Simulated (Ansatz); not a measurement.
**Bi2Te2Pb2S3: do the settings matter for the field gradients?**

Cell: a COD entry (perhaps calculated rather than measured), its atoms then relaxed with PBE in this cell.

```
CELL_PARAMETERS angstrom
4.26052 0.00000 0.00000
-2.13026 3.68972 0.00000
0.00000 0.00000 33.81797
ATOMIC_POSITIONS crystal
Bi 0.33333 0.66667 0.20293
Bi 0.66667 0.33333 0.79707
Bi 0.33333 0.66667 0.39807
Bi 0.66667 0.33333 0.60193
Te 0.33333 0.66667 0.74408
Te 0.66667 0.33333 0.25592
Te 0.00000 0.00000 0.34507
Te 0.00000 0.00000 0.65493
Pb 0.33333 0.66667 0.89896
Pb 0.66667 0.33333 0.10104
Pb 0.00000 0.00000 0.00000
Pb 0.00000 0.00000 0.50000
S 0.00000 0.00000 0.84882
S 0.00000 0.00000 0.15118
S 0.33333 0.66667 0.05044
S 0.66667 0.33333 0.94956
S 0.33333 0.66667 0.55024
S 0.66667 0.33333 0.44976
```

Sites (sets of like atoms) are named by element and the number of their first atom in this list.

Reference run. Method: Kohn–Sham DFT in Ansatz, PBE, plane waves and PAW, scalar-relativistic, 420 eV cutoff, Γ-centred 8×8×1 k-points, Fermi–Dirac smearing 0.02 eV.

(1) The input is changed as follows: `total_charge`: not typed → 1; `scf.occupations.method`: fermi_dirac → cold; `scf.occupations.width`: 0.02 → 0.01. What happens to V_zz (10²¹ V/m²) and η?

Answers

(1) 

```tsv
site	atom	V_zz reference	η reference	V_zz changed	η changed
Bi1	1	-0.73	0.00	2.66	0.00
Bi3	3	-0.78	0.00	2.84	0.00
Te5	5	0.95	0.00	8.60	0.00
Te7	7	1.06	0.00	9.08	0.00
Pb9	9	0.70	0.00	1.11	0.00
Pb11	11	0.62	0.00	0.83	0.00
Pb12	12	0.85	0.00	1.32	0.00
S13	13	0.093	0.00	0.24	0.00
S17	17	0.091	0.00	0.33	0.00
S15	15	-0.34	0.00	-0.16	0.00
```

The largest change of V_zz is on Te7, from 1.06 to 9.08. V_zz changes sign on Bi3 (same axis), Bi1 (same axis). The changed cell holds a charge of +1 on a uniform background, so it isn't the neutral crystal. It has an odd number of electrons and no spin polarisation, so the extra carrier is shared by both spins and spread out, where a real one carries spin and can localise. The gap no longer holds the Fermi energy in the changed run, so its gradients also hang on the k-mesh and the smearing.

On the reference run: Spin–orbit coupling is left out, which shifts gradients on Bi and Pb by a few per cent in wide-gap crystals, and can shift them far more where the calculated gap is small or absent, as here. With a gap of 0.4 eV on this mesh, small gradients can still move by 0.1 × 10²¹ V/m² or more as the k-mesh gets denser.
